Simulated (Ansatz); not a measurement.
The elements of this relaxed trial crystal are hidden behind letters.

```
lattice vectors (Å)
   9.7928    0.0000    0.0000
  -4.8964    8.4808    0.0000
   0.0000    0.0000    3.6778
fractional positions
X 0.8254 0.2284 0.7500
X 0.5971 0.8254 0.2500
X 0.2284 0.4029 0.2500
X 0.7716 0.5971 0.7500
X 0.4029 0.1746 0.7500
X 0.1746 0.7716 0.2500
Z 0.6667 0.3333 0.7500
Z 0.3333 0.6667 0.2500
Z 0.6301 0.9735 0.7500
Z 0.6566 0.6301 0.2500
Z 0.9735 0.3434 0.2500
Z 0.0265 0.6566 0.7500
Z 0.3699 0.0265 0.2500
Z 0.3434 0.3699 0.7500
```

Theory: DFT PBE, scalar-relativistic, plane waves, PAW in Ansatz 0.2.0. Plane waves to 420 eV, a 6×6×10 mesh through Γ for the 14-atom cell and 0.10 eV Gaussian smearing; no spin polarisation.

| Property | Result |
| --- | --- |
| Space group | P6_3/m (No. 176) |
| Conventional cell | a = 9.793 Å, c = 3.678 Å |
| Volume per atom | 21.82 Å³ |
| Density | 2.26 g/cm³ |
| Formation energy | +0.07 eV/atom |
| Gap on the 6×6×10 mesh of the 14-atom cell | 0.02 eV by band count, less than the smearing, so the run treats it as a metal |

Energies are uncorrected and count from the elements' standard states at the same level.

Question: X is a p-block element of period 3 and Z is a p-block element of period 3. Which elements are they?

Answer: X = Si, Z = P, so the formula is Si3P4. Density times volume gives a mean mass of 2.26 × 21.82/1.6605 = 29.7 u per atom, and this set has 29.7 u. Si has 4 P at 2.25–2.26 Å; around P on a site of symmetry -6 lie 3 Si at 2.25 Å; P on a site of symmetry m has 3 Si at 2.26 Å. Other sets within the hints have nearly the same mass, so mass alone doesn't settle it; this one was computed.

A structure relaxed within its symmetry needn't be a true minimum.
